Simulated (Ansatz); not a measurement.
Given:

Starting cell, MoTe2 (2H-MoS2 type, space group P6_3/mmc):

```yaml
crystal:
  lattice:
    - [3.54193, 0.00000, 0.00000]
    - [-1.77097, 3.06740, 0.00000]
    - [0.00000, 0.00000, 14.18201]
  atoms:
    - { symbol: Mo, position: [0.33333, 0.66667, 0.75000] }
    - { symbol: Mo, position: [0.66667, 0.33333, 0.25000] }
    - { symbol: Te, position: [0.33333, 0.66667, 0.12347] }
    - { symbol: Te, position: [0.66667, 0.33333, 0.62347] }
    - { symbol: Te, position: [0.66667, 0.33333, 0.87653] }
    - { symbol: Te, position: [0.33333, 0.66667, 0.37653] }
```

In this cell atom 5 (Te, nearest neighbour Mo at 2.721 Å; its periodic images, 3.5 Å or more away, move with it) is moved by s along Cartesian [111], unit vector (0.577, 0.577, 0.577); all other atoms and the cell stay fixed.

Method: r2SCAN+rVV10 (plane waves to 500 eV, PAW, scalar-relativistic; Ansatz, a first-principles code). k mesh 9×9×2 (Γ-centred), Fermi-Dirac smearing 0.05 eV. Energies are smeared free energies. Left out: 1 of 11 points, with atoms too close for the PAW data. As the smearing reaches across the gap at some points, energies and forces of such displacements shift with the k mesh and the smearing. MoTe2 is run without spin polarisation. MoTe2 was relaxed with its symmetry unable to fall. Spin-orbit coupling is left out, though Te is heavy. The PAW data are Ansatz's earlier set. The zero of ΔE is the undisplaced structure.

The scan covers s from -0.656 to 0.820 Å in 10 points.

### Question
Is this a single well or a double well?

### Answer
A single well with its minimum at or next to zero displacement.

### Question
Is the energy the same for displacements of ±0.656 Å, and if not, which side lies higher?

### Answer
Not even: the negative side lies higher at ±0.656 Å. With its periodic images moving along, the atom's site symmetry in this cell is 3m..

### Question
What is the energy change at s = 0.820 Å?

### Answer
1457 meV/cell.

### Question
What force acts on the atom along the line at s = -0.656 Å?

### Answer
10.1 eV/Å.

### Question
What is the force constant k = d²E/ds² of this move at s = 0?

### Answer
8.95 eV/Å².

(A displaced cell: forces are minus the slopes of the energy, force constants its curvatures, and phonons follow from these.)
